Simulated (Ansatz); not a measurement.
## Bands of CuPd

```yaml
crystal:
  lattice:
    - [2.98800, 0.00000, 0.00000]
    - [0.00000, 2.98800, 0.00000]
    - [0.00000, 0.00000, 2.98800]
  atoms:
    - { symbol: Cu, position: [0.00000, 0.00000, 0.00000] }
    - { symbol: Pd, position: [0.50000, 0.50000, 0.50000] }
```

Atoms are numbered in the order listed.

The conventional cell has a = 2.988 Å, b = 2.988 Å, c = 2.988 Å, α = 90.00°, β = 90.00°, γ = 90.00°. Cu (atom 1) is surrounded by 8 Pd at 2.59 Å. Pd (atom 2) has 8 Cu at 2.59 Å as nearest neighbours.

The geometry is COD entry 9008813, unchecked; take it as a test cell.

Spin polarisation is left out, and whether a magnetic state lies lower isn't shown here.

All numbers below come from DFT, PBEsol, all-electron LAPW, scalar-relativistic in Ansatz 0.2.0.

Sampling and basis: a Γ-centred 14×14×14 k mesh, Fermi–Dirac smearing of 0.05 eV, basis error target 0.25 meV/atom, no spin polarisation.

Points in fractions of the reciprocal vectors of this cell: Γ (0, 0, 0), X (0, 0.5, 0), M (0.5, 0.5, 0), R (0.5, 0.5, 0.5). The path joins them by straight lines in the order Γ–X–M–Γ–R–X–R–M; legs that retrace an earlier one aren't tabulated. Energies are in eV from the Fermi level.

Problem. Is there a gap?

Solution. none: with an odd electron count and no spin polarisation the bands can't all be full, a metal in this set-up (spin order or a larger cell could open a gap).

Problem. List the levels between -20 and 9 eV at the symmetry points.

Solution. 
Γ: -7.83, -4.52 (×2), -2.42 (×3), -1.08 (×2), -0.11 (×3), 8.88 (×3)
X: -4.55, -4.00, -3.21, -2.42, -2.13 (×2), -1.94 (×2), -1.58, -1.01, -0.59, 1.10
M: -5.22, -4.37, -3.39 (×2), -1.26, -1.22, -1.01, -0.24, 0.04 (×2), 0.79 (×2), 6.74, 6.86
R: -3.89 (×3), -2.62 (×3), -1.20 (×2), -0.18 (×2), 6.32, 7.90 (×3)
